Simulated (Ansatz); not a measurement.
Consider the following.

NbSi$_{2}$:
```cif
data_Nb3Si6
_chemical_formula_sum 'Nb3 Si6'
_space_group_name_H-M_alt 'P 1'
_space_group_IT_number 1
_cell_length_a 4.79678
_cell_length_b 4.79678
_cell_length_c 6.57842
_cell_angle_alpha 90.000
_cell_angle_beta 90.000
_cell_angle_gamma 120.000
loop_
_space_group_symop_operation_xyz
  'x, y, z'
loop_
_atom_site_label
_atom_site_type_symbol
_atom_site_fract_x
_atom_site_fract_y
_atom_site_fract_z
_atom_site_occupancy
Nb1 Nb 0.50000 0.50000 0.66667 1
Nb2 Nb 0.00000 0.50000 0.33333 1
Nb3 Nb 0.50000 0.00000 0.00000 1
Si1 Si 0.68344 0.84172 0.33333 1
Si2 Si 0.84172 0.68344 0.00000 1
Si3 Si 0.15828 0.84172 0.66667 1
Si4 Si 0.31656 0.15828 0.33333 1
Si5 Si 0.15828 0.31656 0.00000 1
Si6 Si 0.84172 0.15828 0.66667 1
```

This is the r²SCAN-relaxed structure.

Question: All from r²SCAN (plane waves, PAW; program Ansatz), unless another level is named. Predict the electronic character.

Answer: metallic (no gap).

Question: Give the formation energy from the elements (no fitted shifts).

Answer: -0.53 eV/atom.

Question: Predict the density of states at the Fermi level.

Answer: 0.35 states/eV per atom (mean over ±0.08 eV).

Space group P6_422. The workflow started from a Materials Project entry (that database holds measured and hypothetical structures alike); the Crystallography Open Database files this formula in space group No. 181, but the cells were not matched. Whether it is the stable phase at ambient conditions was not checked. The r²SCAN relaxation kept the symmetry of its start; its stability against distortions is not shown here. The run is not spin-polarised. The references are the lowest solids computed at this level, not always the standard phases. Spin–orbit coupling is left out wherever it is not named.

Potentials: the earlier of the program's two PAW sets.
